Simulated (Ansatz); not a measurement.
**Co3Sn2S2, first-principles data**

Co$_{3}$Sn$_{2}$S$_{2}$:
```yaml
crystal:
  lattice:
    - [2.64686, 1.52816, 4.32408]
    - [-2.64686, 1.52816, 4.32408]
    - [0.00000, -3.05633, 4.32408]
  atoms:
    - { symbol: Co, position: [0.50000, 0.00000, 0.00000] }
    - { symbol: Co, position: [0.00000, 0.50000, 0.00000] }
    - { symbol: Co, position: [0.00000, 0.00000, 0.50000] }
    - { symbol: Sn, position: [0.50000, 0.50000, 0.50000] }
    - { symbol: Sn, position: [0.00000, 0.00000, 0.00000] }
    - { symbol: S, position: [0.71828, 0.71828, 0.71828] }
    - { symbol: S, position: [0.28172, 0.28172, 0.28172] }
```
The run is spin-polarised; directions of the spins, atom by atom: ↑ ↑ ↑ 0 0 0 0.

Space group R-3m (No. 166); conventional cell a = b = 5.294 Å, c = 12.972 Å, α = β = 90.00°, γ = 120.00°.

Method: DFT-PBEsol in the program Ansatz with PAW potentials. Structure relaxed to zero pressure with the same functional. Other levels are named where they apply.

**Cell and energy**

```json
{
 "volume_per_atom": "14.99 Å³",
 "density": "7.57 g/cm³",
 "Formation energy from the elements (no fitted shifts)": "-0.44 eV/atom"
}
```

**Electronic structure**

```json
{
  "electronic_character": "metallic (no gap)",
  "Density of states at the Fermi level": "0.27 states/eV per atom (mean over ±0.08 eV)"
}
```

**Magnetism**

```json
{
  "magnetic_order": "ferromagnetic",
  "net_moment": "0.14 μB per atom"
}
```

**Mechanics**

```json
{
 "Bulk modulus (Birch–Murnaghan fit)": "1200 kbar",
 "Pressure derivative B′": "5.2",
 "Elastic constants (relaxed ions, GPa)": "C11 = 196, C12 = 81.8, C13 = 70.0, C14 = -8.4, C33 = 232, C44 = 67.3",
 "mechanical_stability": "stable (all eigenvalues of C positive)",
 "hill_bulk_and_shear_moduli": "118 and 64.2 GPa",
 "Young's modulus": "163 GPa",
 "Poisson's ratio": "0.27",
 "debye_temperature_from_the_elastic_constants": "391 K"
}
```

The workflow started from a Materials Project entry (that database holds measured and hypothetical structures alike); the Crystallography Open Database files this formula in space group No. 166, but the cells were not matched. Whether it is the stable phase at ambient conditions was not checked. Symmetry was held in the PBEsol relaxation; its stability against distortions is not shown here. Magnetic state: ferromagnetic, the only order run, not a proven ground state. No Hubbard U is applied. The compound may be a true metal, but semilocal functionals without U, or a wrong spin order, can also close a gap. As this level gives no gap, shear constants depend on the k-mesh and smearing (Fermi–Dirac, 0.1 eV here). The references are the lowest solids computed at this level, not always the standard phases. Spin–orbit coupling is left out wherever it is not named.

Potentials: the later of the program's two PAW sets.
